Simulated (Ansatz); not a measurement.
Given:

WS2:
```cif
data_S4W2
_chemical_formula_sum 'W2 S4'
_space_group_name_H-M_alt 'P63/mmc'
_space_group_IT_number 194
_space_group_name_Hall '-P 6c 2c'
_cell_length_a 3.15411
_cell_length_b 3.15411
_cell_length_c 12.14106
_cell_angle_alpha 90.000
_cell_angle_beta 90.000
_cell_angle_gamma 120.000
loop_
_atom_site_label
_atom_site_type_symbol
_atom_site_symmetry_multiplicity
_atom_site_Wyckoff_symbol
_atom_site_fract_x
_atom_site_fract_y
_atom_site_fract_z
_atom_site_occupancy
W1 W 2 d 0.66667 0.33333 0.25000 1
S1 S 4 f 0.33333 0.66667 0.12030 1
```

This is the PBE+D3(BJ)-relaxed structure.

Question: All from the program Ansatz at the PBE+D3(BJ) level (PAW), unless another level is named. Give the vibrational entropy at 300 K.

Answer: 22.6 J/(K·mol of atoms).

Question: Predict the Debye temperature from the elastic constants.

Answer: 316 K.

Space group P6_3/mmc. The cell was relaxed with PBE+D3(BJ) under the symmetry of its start; phonons on a q-mesh show no instability. No spin polarisation was allowed. Scalar-relativistic: spin–orbit coupling is off unless named, which matters more the heavier the elements.

Potentials: the later of the program's two PAW sets.
